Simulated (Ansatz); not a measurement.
The relaxed structure here is a generated cell of MoRu: the first start was made by placing the elements on the sites of a structure type, and the end was not matched to a known phase here, so it may be hypothetical.

One starting cell of MoRu (a generated cell, MoRu placed in the AFLOW prototype AB_oI4_44_a_b (as in GaAs)) was relaxed twice with Ansatz (plane waves, PAW, scalar-relativistic): with PBEsol at 420 eV and with PBE at 420 eV. The PBEsol result:

```cif
data_MoRu
_chemical_formula_sum 'Mo1 Ru1'
_space_group_name_H-M_alt 'P 1'
_space_group_IT_number 1
_cell_length_a 3.61422
_cell_length_b 3.61422
_cell_length_c 3.61422
_cell_angle_alpha 135.515
_cell_angle_beta 98.973
_cell_angle_gamma 97.504
loop_
_space_group_symop_operation_xyz
  'x, y, z'
loop_
_atom_site_label
_atom_site_type_symbol
_atom_site_fract_x
_atom_site_fract_y
_atom_site_fract_z
_atom_site_occupancy
Mo1 Mo 0.00000 0.50000 0.50000 1
Ru1 Ru 0.50000 0.00000 0.50000 1
```

```tsv
quantity	PBEsol	PBE
space group	Immm	Immm
volume (Å³/atom)	15.31	[?]
a (Å)	2.736	[?]
b (Å)	4.696	[?]
c (Å)	4.766	[?]
gap (eV, no spin-orbit coupling)	0.00	[?]
```

Problem. Fill in the PBE column.

Solution. 
- volume (Å³/atom), PBE: 15.84
- a (Å), PBE: 2.769
- b (Å), PBE: 4.748
- c (Å), PBE: 4.819
- gap (eV, no spin-orbit coupling), PBE: 0.00

Both levels end in the same structure; PBE's volume is 3.4 % larger. Neither column is exact.

No spin polarisation in the result.

The run could not lose the symmetry of its start, so the end can be a saddle point.

Ansatz is a first-principles code.
